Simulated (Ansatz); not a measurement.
All numbers below come from Ansatz, DFT PBE, scalar-relativistic, plane waves, PAW. Plane waves to 420 eV, a 12×12×2 mesh through Γ for the 12-atom cell and 0.02 eV Gaussian smearing; no spin polarisation.

Formation energies are uncorrected and refer to the elements' standard structures at the same level.

Problem. Propose a candidate for a trigonal narrow-gap semiconductor with formula AlGa5As6, with a gap near 0.3 eV, a formation energy near −0.37 eV/atom and a density near 4.83 g/cm³, in a cell of 12 atoms.

Solution. AlGa5As6, space group P3m1 (No. 156). Al is surrounded by 4 As at 2.48 Å; Ga on its first site is surrounded by 4 As at 2.48–2.49 Å; Ga on its second site is surrounded by 4 As at 2.49 Å; around As on its first site lie 1 Al at 2.48 Å and 3 Ga at 2.49 Å; 8 more sites not described.

Space group P3m1 (No. 156). a = 4.060 Å, b = 4.060 Å, c = 19.890 Å, α = 90.00°, β = 90.00°, γ = 120.00°
```json
{"atom": "Al", "site": "1a", "symmetry": "3m.", "x": "0.0000", "y": "0.0000", "z": "0.0002"}
{"atom": "Ga", "site": "1b", "symmetry": "3m.", "x": "0.3333", "y": "0.6667", "z": "0.8334"}
{"atom": "Ga", "site": "1c", "symmetry": "3m.", "x": "0.6667", "y": "0.3333", "z": "0.6668"}
{"atom": "Ga", "site": "1a", "symmetry": "3m.", "x": "0.0000", "y": "0.0000", "z": "0.5000"}
{"atom": "Ga", "site": "1b", "symmetry": "3m.", "x": "0.3333", "y": "0.6667", "z": "0.3332"}
{"atom": "Ga", "site": "1c", "symmetry": "3m.", "x": "0.6667", "y": "0.3333", "z": "0.1664"}
{"atom": "As", "site": "1a", "symmetry": "3m.", "x": "0.0000", "y": "0.0000", "z": "0.8754"}
{"atom": "As", "site": "1b", "symmetry": "3m.", "x": "0.3333", "y": "0.6667", "z": "0.7085"}
{"atom": "As", "site": "1c", "symmetry": "3m.", "x": "0.6667", "y": "0.3333", "z": "0.5418"}
{"atom": "As", "site": "1a", "symmetry": "3m.", "x": "0.0000", "y": "0.0000", "z": "0.3750"}
{"atom": "As", "site": "1b", "symmetry": "3m.", "x": "0.3333", "y": "0.6667", "z": "0.2082"}
{"atom": "As", "site": "1c", "symmetry": "3m.", "x": "0.6667", "y": "0.3333", "z": "0.0411"}
```

| Item | Value |
| --- | --- |
| Volume per atom | 23.66 Å³ |
| Density | 4.83 g/cm³ |
| Formation energy | −0.374 eV/atom |
| Gap on the 12×12×2 mesh of the 12-atom cell | 0.34 eV |

The structure comes from a generated guess, relaxed at this level; another structure or a mixture of phases may lie lower. Other answers may fit too; this one was computed.

Kohn–Sham gaps at this level usually fall short of measured ones. The reference form of As is held partly by dispersion forces, which this level lacks. Small gaps are read on the mesh alone, and bands can cross between its points. A later test with randomly moved atoms came back to the same energy, though modes that don't fit the test's cell weren't probed.
